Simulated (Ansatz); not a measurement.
CuAu: pressure against volume, fitted

```yaml
crystal:
  lattice:
    - [2.80000, 0.00000, 0.00000]
    - [0.00000, 2.80000, 0.00000]
    - [0.00000, 0.00000, 3.67000]
  atoms:
    - { symbol: Cu, position: [0.50000, 0.50000, 0.50000] }
    - { symbol: Au, position: [0.00000, 0.00000, 0.00000] }
```

Atoms are numbered in the order listed.

The cell is COD entry 9004223, as deposited and not checked against the literature; nothing was relaxed.

Spin–orbit coupling is left out, though it moves levels of the heavy atoms by tenths of an eV or more.

Theory: DFT, PBEsol, all-electron LAPW, scalar-relativistic (Ansatz 0.2.0).

Settings: a Γ-centred 13×13×10 k mesh, Fermi–Dirac smearing of 0.05 eV, basis error target 0.25 meV/atom, no spin polarisation.

The cell is scaled evenly. Fractional coordinates are held (clamped ions).

```tsv
V (Å³/atom)	P (GPa)
13.811	5.33
14.099	1.42
14.243	-0.36
14.386	-2.02
14.530	-3.58
14.674	-5.03
14.962	-7.67
15.250	-9.97
```

Problem. Fit a third-order Birch–Murnaghan curve to the pressures.

Solution. P = (3B0/2)(y^(7/2) − y^(5/2))[1 + (3/4)(B0′ − 4)(y − 1)] with y = (V0/V)^(2/3) fits within 0.01 GPa for V0 = 14.213 Å³/atom, B0 = 171.9 GPa and B0′ = 5.51.

Problem. Predict the pressure at the withheld volume, 13.523 Å³/atom.

Solution. There y = 1.0337, so the fit gives 9.80 GPa; the run gave 9.78 GPa.
